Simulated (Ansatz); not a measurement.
# CsAuBr$_{3}$: the gap from level to level

A database entry relaxed whole under r2SCAN at zero pressure (I4/mmm, No. 139):

```
Cs Au Br
1.0
    -3.89838    3.89838    5.73941
     3.89838   -3.89838    5.73941
     3.89838    3.89838   -5.73941
Cs Au Br
2 2 6
Direct
  0.75000 0.25000 0.50000
  0.25000 0.75000 0.50000
  0.00000 0.00000 0.00000
  0.50000 0.50000 0.00000
  0.22598 0.22598 0.45197
  0.22598 0.77402 0.00000
  0.77402 0.77402 0.54803
  0.77402 0.22598 0.00000
  0.71275 0.71275 0.00000
  0.28725 0.28725 0.00000
```

Its volume is 34.89 Å³ an atom, +2.5 % against the entry's 34.04, a measured cell (2005, 296 K).

Single points on this cell with plane-wave PAW DFT (Ansatz 0.2.0; r2SCAN 500 eV, hybrids 420 eV; fermi-dirac occupations of width 0.020 eV; no moments): r2SCAN on a 6×6×6 Γ-centred mesh; r2SCAN with spin-orbit coupling on a 4×4×4 Γ-centred mesh; HSE06 on a 4×4×4 Γ-centred mesh; PBE0 on a 4×4×4 Γ-centred mesh.

Problem. How do gap, pressure and charges move from level to level?

Solution. The runs give:

```tsv
level	gap (eV), or kind	pressure (GPa)	Bader charge of Cs (e)	Bader charge of Au (e)	Bader charge of Br (e)
r2SCAN	0.67	0.0	+0.88	+0.38	-0.42
r2SCAN with spin-orbit coupling	0.63	0.0	+0.88	+0.38	-0.42
HSE06	its mesh misses the band edges	0.2	+0.88	+0.37	-0.42
PBE0	its mesh misses the band edges	0.1	+0.88	+0.37	-0.42
```

Under r2SCAN the gap is 0.67 eV, over mesh and band path. Spin-orbit coupling moves the r2SCAN gap by -0.04 eV.

Caveats: the relaxation kept the start's symmetry; hybrid pressures are good to a few tenths of a GPa; pressure is positive in compression.
